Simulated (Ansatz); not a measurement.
The cell comes from COD entry 9011002, which wasn't checked; take it as a given geometry. The listed cell was then made from it by scaling, straining or moving an atom.

An input for Na: DFT, PBEsol, all-electron LAPW, scalar-relativistic (Ansatz 0.2.0).

Command: `ansatz run input.yaml --threads 1 --pin off --max-ram 3072MiB --backend cpu --events-out ev --progress --plain --runs-dir out` The run took 3.3 s on 1 thread of Intel(R) Xeon(R) Platinum 8375C CPU @ 2.90GHz (Ice Lake), with other jobs on the host, peak memory 0.25 GiB.

```yaml
crystal:
  lattice:
    - [-2.1175, 2.1175, 2.15985]
    - [2.1175, -2.1175, 2.15985]
    - [2.1175, 2.1175, -2.15985]
  atoms:
    - { symbol: Na, position: [0.0, 0.0, 0.0] }
kpoints:
  mp_grid: { grid: [11, 11, 11] }
  band_path:
    path:
      - [0.0, 0.0, 0.0]
      - [0.0, 0.0, 0.5]
      - [0.25, 0.25, 0.25]
      - [0.0, 0.5, 0.0]
      - [0.0, 0.0, 0.0]
      - [0.5, 0.5, -0.5]
      - [0.4902921953, 0.5097078047, -0.4902921953]
      - [-0.4902921953, 0.4902921953, 0.4902921953]
      - [0.0, 0.0, 0.0]
    npoints: 5
scf:
  occupations: { method: fermi_dirac, width: 0.03 }
hamiltonian:
  xc: pbesol
  pseudopotentials: { kind: all_electron, lapw: { basis_error: 0.0005 } }
output:
  forces: true
  stress: true
  eigenvalues: true
```

Set-up and iterations as logged by Ansatz (the results part is left out, to be predicted):

```
LAPW: plane waves up to 4.719 Å⁻¹, error target 5.0e-4 eV per atom; small_component_spin mean_spin; Na in spheres of 1.846 Å, 9 of its electrons in bands, Dirac shells []
Engine: ansatz 0.2.0
Pseudopotentials: kind: all_electron
Pseudopotential: Na, LAPW, valence charge 9, Koelling and Harmon's equation, gaussian nucleus
Functional definition: PBEsol
  exchange = pbesol_x
  correlation = pbesol_c
Crystal: 1 atoms, lattice volume = 38.737 Å³
Basis set: ecut = 84.85996320965018 eV, 79 PW (Γ), exchange–correlation at level 2
Bands: 9, of which v1, the nominal top of the filled ones, is band 5 counted from 1 (4 counted from 0)
Symmetry: 16 space group operations
Space group: I4/mmm (ITA 139), of the structure as read, at distance tolerance 3.4e-5 Å
k-points: 126 of 1331
Non-local potential: Na, projectors of the file, none
Initial density: superposition of atomic densities (chi_scale 0.1, normalization cell)
Initial wavefunctions: plane waves of lowest kinetic energy (no species holds an atomic orbital)
Functional: x = pbesol(κ = 0.804, μ = 0.12345679012345678), c = pbesol(β = 0.046)
iter 1 solved again at ethr=1.94e-5 eV; its pass at ethr=1.00e-1 eV (dr2=1.75e-3 eV) is discarded
SCF iter   1: F=—  HF=-4409.535097 eV  |F-HF|=—  |Δ(HF+E_count)|=         —  Δρ=1.86e-3  dr2=1.75e-3  ethr=1.94e-5  ⟨swp⟩=4.0  Hψ=9297  notcnv=0
SCF iter   2: F=—  HF=-4409.533714 eV  |F-HF|=—  |Δ(HF+E_count)|=   1.38e-3  Δρ=9.20e-4  dr2=4.28e-4  ethr=1.94e-5  ⟨swp⟩=2.0  Hψ=3267  notcnv=0
iter 3 solved again at ethr=7.13e-8 eV; its pass at ethr=4.75e-6 eV (dr2=6.42e-6 eV) is discarded
SCF iter   3: F=—  HF=-4409.533645 eV  |F-HF|=—  |Δ(HF+E_count)|=   6.90e-5  Δρ=1.13e-4  dr2=6.42e-6  ethr=7.13e-8  ⟨swp⟩=2.0  Hψ=5484  notcnv=0
SCF iter   4: F=—  HF=-4409.533610 eV  |F-HF|=—  |Δ(HF+E_count)|=   3.48e-5  Δρ=8.28e-6  dr2=3.51e-8  ethr=7.13e-8  ⟨swp⟩=2.0  Hψ=3267  notcnv=0
SCF iter   5: F=-4409.533611 eV  HF=-4409.533611 eV  |F-HF|=9.60e-10  |Δ(HF+E_count)|=   1.21e-7  Δρ=5.33e-7  dr2=1.49e-10  ethr=3.90e-10  ⟨swp⟩=2.2  Hψ=3292  notcnv=0
```

Question: What pressure will this run report?

Answer: -0.46 GPa (positive in compression).

Question: Is there a band gap?

Answer: none: with an odd electron count and no spin polarisation the bands can't all be full, a metal in this set-up (spin order or a larger cell could open a gap).
